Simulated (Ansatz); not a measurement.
P$_{2}$W:
Space group C2/m (No. 12); a = 8.4562 Å, b = 3.1474 Å, c = 7.4496 Å, α = γ = 90.00°, β = 119.23°

```json
[
 {"atom": "P", "site": "4i", "symmetry": "m", "x": "0.1386", "y": "0.0000", "z": "0.0246"},
 {"atom": "P", "site": "4i", "symmetry": "m", "x": "0.3987", "y": "0.0000", "z": "0.6005"},
 {"atom": "W", "site": "4i", "symmetry": "m", "x": "0.1576", "y": "0.0000", "z": "0.7062"}
]
```
(The calculation used a cell of 6 atoms; values per cell refer to that cell.)

This is the PBEsol-relaxed structure.

All from DFT-PBEsol in the program Ansatz with PAW potentials, unless another level is named. Predict the electronic character.

metallic (no gap).

And the density of states at the Fermi level?

0.24 states/eV per atom (mean over ±0.08 eV).

And the formation energy from the elements (no fitted shifts)?

-0.49 eV/atom.

The first step of the workflow began from a Materials Project structure, measured or hypothetical; the Crystallography Open Database files this formula in space group No. 12, but the cells were not matched. Whether it is the stable phase at ambient conditions was not checked. The PBEsol relaxation kept the symmetry of its start; whether a distortion lowers the energy is not shown. No spin polarisation was allowed. The references are the lowest solids computed at this level, not always the standard phases. Scalar-relativistic: spin–orbit coupling is off unless named, which matters more the heavier the elements.

Potentials: the later of the program's two PAW sets.
